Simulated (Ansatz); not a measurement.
The start is a randomly generated symmetric cell of HfN (space group No. 123). A full variable-cell relaxation at zero pressure is run with PBE (plane waves to 420 eV, PAW, scalar-relativistic; Ansatz, a program for electronic structure). The first steps use a coarse 6×6×5 k-mesh.

The start:
```yaml
crystal:
  lattice:
    - [3.81418, 0.00000, 0.00000]
    - [0.00000, 3.81418, 0.00000]
    - [0.00000, 0.00000, 4.75477]
  atoms:
    - { symbol: Hf, position: [0.00000, 0.00000, 0.00000] }
    - { symbol: Hf, position: [0.00000, 0.00000, 0.50000] }
    - { symbol: N, position: [0.50000, 0.00000, 0.00000] }
    - { symbol: N, position: [0.00000, 0.50000, 0.00000] }
```

Q: How does the volume change?

A: +42.4 %, from 17.29 to 24.62 Å³/atom.

Q: What band gap does the relaxed structure have at this level?

A: Zero (metallic).

Q: The last rounds were run with spin polarisation. What moments result?

A: Net 0.21 μB/atom, ferromagnetic.

Q: What does it relax into? Give the structure.

A: 
```cif
data_Hf2N2
_chemical_formula_sum 'Hf2 N2'
_space_group_name_H-M_alt 'P4/mmm'
_space_group_IT_number 123
_space_group_name_Hall '-P 4 2'
_cell_length_a 4.10885
_cell_length_b 4.10885
_cell_length_c 5.83256
_cell_angle_alpha 90.000
_cell_angle_beta 90.000
_cell_angle_gamma 90.000
loop_
_atom_site_label
_atom_site_type_symbol
_atom_site_symmetry_multiplicity
_atom_site_Wyckoff_symbol
_atom_site_fract_x
_atom_site_fract_y
_atom_site_fract_z
_atom_site_occupancy
Hf1 Hf 1 a 0.00000 0.00000 0.00000 1
Hf2 Hf 1 b 0.00000 0.00000 0.50000 1
N1 N 2 f 0.00000 0.50000 0.00000 1
```

The space group stays P4/mmm (No. 123) (the run could not lower it), with 4 atoms in the primitive magnetic cell. Final values are on a 11×11×8 k-mesh of the relaxed cell. The first round had no spin; a later round switched it on. The start holds a very short contact (Hf–N 1.91 Å). Spin state reached: ferromagnetic (net 0.21 μB/atom); other spin orders were not run from this start.

The run could not lose the symmetry of its start: the end is stationary, and may be a saddle point rather than a minimum.

All atoms sit on sites fixed by symmetry, so only the cell could relax.

The relaxed structure here is a generated cell of HfN: the first start was made by a random draw of sites in a space group, and the end was not matched to a known phase here, so it may be hypothetical. Known forms of HfN include space group No. 225.
